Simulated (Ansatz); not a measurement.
Task: Each is relaxed and computed with HSE06 (plane waves, PAW; program Ansatz). Which is the only metal?
A. As2Pt, Pa-3 (Pt on 4a, As on 8c)
B. GePt3, A15 (Cr3Si type)
C. Li2H6Pt, Fm-3m (Li on 8c, H on 24e, Pt on 4a)
D. GeS, P6_3mc (Ge on 2a, Ge on 2b, S on 2a, S on 2b)

Result: B, GePt3, A15 (Cr3Si type). GePt3: metal; As2Pt: gap 0.69 eV (indirect); GeS: gap 1.28 eV (indirect); Li2H6Pt: gap 3.88 eV (indirect). Constructed cells (a structure type filled with these elements, in neither database checked): GePt3, A15 (Cr3Si type); GeS, P6_3mc (Ge on 2a, Ge on 2b, S on 2a, S on 2b). Standing as an ambient phase not checked: Li2H6Pt, Fm-3m (Li on 8c, H on 24e, Pt on 4a). All cells were relaxed under the symmetry of their starts (and spin orders); stability against distortions was not tested throughout. Rows with no word on spin ran without spin polarisation. Spin–orbit coupling is left out wherever it is not named.

Potentials: the later of the program's two PAW sets.
